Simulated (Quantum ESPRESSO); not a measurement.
Field gradients of CsSnBr2Cl from a PBE PAW density (pw.x of a modified build of Quantum ESPRESSO, JTH datasets) with the all-electron reconstruction of Petrilli and co-workers. The input of pw.x:

```
&CONTROL
  calculation = 'scf'
  prefix = 'x'
  pseudo_dir = './pseudo'
  outdir = './out'
  tprnfor = .true.
/
&SYSTEM
  ibrav = 0
  nat = 5
  ntyp = 4
  ecutwfc = 50
  ecutrho = 200
  occupations = 'fixed'
  nbnd = 26
/
&ELECTRONS
  conv_thr = 1e-11
/
ATOMIC_SPECIES
Cs 132.905 Cs.GGA_PBE-JTH.UPF
Sn 118.710 Sn.GGA_PBE-JTH.UPF
Cl 35.450 Cl.GGA_PBE-JTH.UPF
Br 79.904 Br.GGA_PBE-JTH.UPF
CELL_PARAMETERS angstrom
    5.927509704000     0.000000000000     0.000000000000
    0.000000000000     5.607710704000     0.000000000000
    0.000000000000     0.000000000000     5.927509704000
ATOMIC_POSITIONS crystal
Cs     0.000000000000     0.000000000000     0.000000000000
Sn     0.500000000000     0.500000000000     0.500000000000
Cl     0.500000000000     0.000000000000     0.500000000000
Br     0.000000000000     0.500000000000     0.500000000000
Br     0.500000000000     0.500000000000     0.000000000000
K_POINTS automatic
4 4 4 0 0 0
```
The cell was made here from a computed Materials Project entry: one of 3 Br replaced by Cl, cell and atoms relaxed (PBE without dispersion, pw.x of Quantum ESPRESSO, symmetry kept). The parent is CsSnBr3 in Pm-3m; whether this form has been observed was not checked. The swapped cell is a model, not a known phase. Stability against distortions was not tested.

Vzz is the sum of three terms, each taken along its main axis: the smooth valence density, the ions (nucleus and frozen core) with the augmentation charges of all other spheres, and the all-electron minus smooth density in the atom's own sphere. The split hangs on the datasets.  Cores are frozen. Against all-electron runs on small test molecules, this scheme's |Vzz| missed by −3 to −9 % on Cl, −5 % on Br. Sn had no test against all-electron runs. Spin–orbit coupling is left out, a limit on Sn.

| site | smooth valence density | ions and other spheres | own sphere | Vzz (a.u.) |
|---|---|---|---|---|
| Sn (atom 2) | -0.043 | 0.041 | ? | ? |
| Cl (atom 3) | -0.113 | 0.200 | ? | ? |
| Br (atoms 4, 5) | -0.105 | 0.165 | ? | ? |

Fill in the missing entries.


- Sn (atom 2), own sphere: 0.075
- Sn (atom 2), Vzz (a.u.): 0.073
- Cl (atom 3), own sphere: 1.014
- Cl (atom 3), Vzz (a.u.): 1.101
- Br (atoms 4, 5), own sphere: 2.171
- Br (atoms 4, 5), Vzz (a.u.): 2.231
